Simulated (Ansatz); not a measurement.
All numbers below come from DFT PBE, scalar-relativistic, plane waves, PAW (Ansatz). Settings: cutoff 420 eV, Γ-centred meshes spaced at most about 0.3 Å⁻¹, and about 0.25 Å⁻¹ or finer for metals (2π included), Gaussian smearing. No spin polarisation in the final relaxations.

These are static total energies at zero pressure.

Two relaxed structures of BeAl:

A.

```cif
data_structure
_symmetry_space_group_name_H-M 'P6_3/mmc'
_symmetry_Int_Tables_number 194
_cell_length_a 3.7813
_cell_length_b 3.7813
_cell_length_c 4.3001
_cell_angle_alpha 90.000
_cell_angle_beta 90.000
_cell_angle_gamma 120.000
_cell_volume 53.25
loop_
_atom_site_label
_atom_site_type_symbol
_atom_site_symmetry_multiplicity
_atom_site_Wyckoff_symbol
_atom_site_fract_x
_atom_site_fract_y
_atom_site_fract_z
_atom_site_occupancy
Be1 Be 2 a 0.00000 0.00000 0.00000 1
Al1 Al 2 c 0.33333 0.66667 0.25000 1
```

B.

```cif
data_structure
_symmetry_space_group_name_H-M 'P4/mmm'
_symmetry_Int_Tables_number 123
_cell_length_a 2.6555
_cell_length_b 2.6555
_cell_length_c 3.5807
_cell_angle_alpha 90.000
_cell_angle_beta 90.000
_cell_angle_gamma 90.000
_cell_volume 25.25
loop_
_atom_site_label
_atom_site_type_symbol
_atom_site_symmetry_multiplicity
_atom_site_Wyckoff_symbol
_atom_site_fract_x
_atom_site_fract_y
_atom_site_fract_z
_atom_site_occupancy
Be1 Be 1 c 0.50000 0.50000 0.00000 1
Al1 Al 1 b 0.00000 0.00000 0.50000 1
```

Problem. Which is lower in energy, and by how much?

Solution. A is lower, by 96 meV/atom. A has the nickel arsenide type, space group P6_3/mmc (No. 194), 13.3 Å³/atom and no gap on its mesh; B has the CuAu (L1_0) type, space group P4/mmm (No. 123), 12.6 Å³/atom and no gap. Counting all near atoms (those within 1.25 times the shortest distance at each site; a plus sign parts nearer from farther groups), A has Be 2+6, Al 6 and B has Be 12, Al 12. The lower one is the more open, so pressure narrows the difference. Even the lower one lies +0.16 eV/atom against the reference forms of the elements (uncorrected), so neither is stable at this level. In A, Be has 2 Be at 2.15 Å and 6 Al at 2.43 Å; Al is surrounded by 6 Be at 2.43 Å. In B, around Be lie 8 Al at 2.59 Å and 4 Be at 2.66 Å; Al is surrounded by 8 Be at 2.59 Å and 4 Al at 2.66 Å. Both come from invented guesses.

Cells relaxed within their symmetry can be saddle points.
